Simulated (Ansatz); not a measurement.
The calculation used Ansatz 0.2.0, DFT PBE, scalar-relativistic, plane waves, PAW, and for the lanthanide a 4f-in-core norm-conserving potential. All cells share a 660 eV cutoff and Γ-centred k meshes spaced at most about 0.3 Å⁻¹ (about 0.25 or finer for metals, 2π included). No spin polarisation in the final relaxations.

These are static total energies at zero pressure. All come from trial cells, and lower structures may exist.

**Question.** Which of these relaxed structures of Pr₂SbSe₂ is the lowest in energy?
A. Space group P4/mmm (No. 123), tetragonal, a = 3.773 Å, c = 12.387 Å. Pr has 4 Se at 2.97 Å, 4 Sb at 3.64 Å and 4 Pr at 3.77 Å; around Sb lie 8 Pr at 3.64 Å, 2 Se at 3.77 Å and 4 Sb at 3.77 Å; Se has 4 Pr at 2.97 Å, 1 Sb at 3.77 Å and 4 Se at 3.77 Å.
B. Space group P-3m1 (No. 164), trigonal, a = 4.813 Å, c = 7.916 Å. Around Pr lie 4 Se at 2.93–3.09 Å and 3 Sb at 3.39 Å; Sb has 6 Pr at 3.39 Å and 6 Se at 4.00 Å; around Se lie 4 Pr at 2.93–3.09 Å, 3 Se at 3.52 Å and 3 Sb at 4.00 Å.
C. Space group P4/mmm (No. 123), tetragonal, a = 5.533 Å, c = 5.956 Å. Pr on its first site is surrounded by 4 Se at 2.77 Å and 2 Sb at 2.98 Å; Pr on its second site is surrounded by 4 Sb at 3.91 Å and 8 Se at 4.06 Å; Sb has 2 Pr at 2.98 Å and 4 Pr at 3.91 Å; Se is surrounded by 2 Pr at 2.77 Å, 4 Se at 3.91 Å, 4 Pr at 4.06 Å and 4 Sb at 4.06 Å.
D. Space group I4/mmm (No. 139), tetragonal, a = 5.669 Å, c = 9.256 Å. Pr has 4 Se at 2.95 Å and 4 Sb at 3.66 Å; Sb is surrounded by 2 Se at 3.11 Å and 8 Pr at 3.66 Å; Se is surrounded by 4 Pr at 2.95 Å, 1 Se at 3.03 Å and 1 Sb at 3.11 Å.

**Answer.** B. It has space group P-3m1 (No. 164); the next, A, with space group P4/mmm (No. 123), lies 65 meV/atom higher. Counting Sb or Se atoms around Pr (for each partner element, those within 1.25 times its shortest distance or 1.15 times the sum of covalent radii, where it is the nearest in units of that sum or under 1.3; a plus sign parts groups by distance over the sum of covalent radii), the lowest has Pr 7 and the next has Pr 4+4.

Weakly bound directions are ill-defined at this level, which has no dispersion term (P4/mmm at 35.3 Å³/atom), and this can change margins and order among such cells. Spin–orbit coupling, which can matter for Sb, is left out. In P-3m1, P4/mmm at 35.3 Å³/atom, I4/mmm, P4/mmm at 36.5 Å³/atom an odd number of valence electrons (the lanthanide is held trivalent, its 4f shell in the core) allows no gap without spin; another valence of the lanthanide, a larger cell or a magnetic state could open one. A magnetic state wasn't ruled out in cells without spin, among them P4/mmm at 36.5 Å³/atom. Cells relaxed within their symmetry can be saddle points. Some types were kept out of the candidates beforehand, so the set may lack a known form.

The lanthanide is trivalent by construction, without f bands, f moments or other valences.
